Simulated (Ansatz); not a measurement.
## ScAl5: stable or not

It was reached by relaxing an invented guess, and it needn't be the stable form of this composition.

The calculation used DFT PBE, scalar-relativistic, plane waves, PAW (Ansatz 0.2.0). Settings of the last relaxation (6-atom cell): 420 eV, 10×10×10 k points, Gaussian smearing of 0.10 eV, no spin polarisation.

```
CELL_PARAMETERS angstrom
2.04129 -6.16605 0.00000
2.04129 6.16605 0.00000
0.00000 0.00000 4.09543
ATOMIC_POSITIONS crystal
Sc 0.50000 0.50000 0.50000
Al 0.00000 0.00000 0.00000
Al 0.33010 0.66990 0.00000
Al 0.66990 0.33010 0.00000
Al 0.83078 0.16922 0.50000
Al 0.16922 0.83078 0.50000
```

Energies over the elements count from the elements' standard structures at the same level, with no fitted energy shifts.

Q: These tests were run: energy against the elements; random kick, then relaxation without symmetry; phonons at Γ. What do they show?

A:

| test | result |
| --- | --- |
| energy against the elements | −0.24 eV/atom |
| random kick, then relaxation without symmetry | returns |
| phonons at Γ | lowest optical mode 169 cm⁻¹ |

It fails none of these tests. Other phases of the system weren't compared here, so this isn't yet thermodynamic stability. Phonons away from Γ weren't computed.

The kick test ran on a coarse mesh. The run for the phonons used a 10×10×10 k mesh and Fermi–Dirac smearing of 0.15 eV.
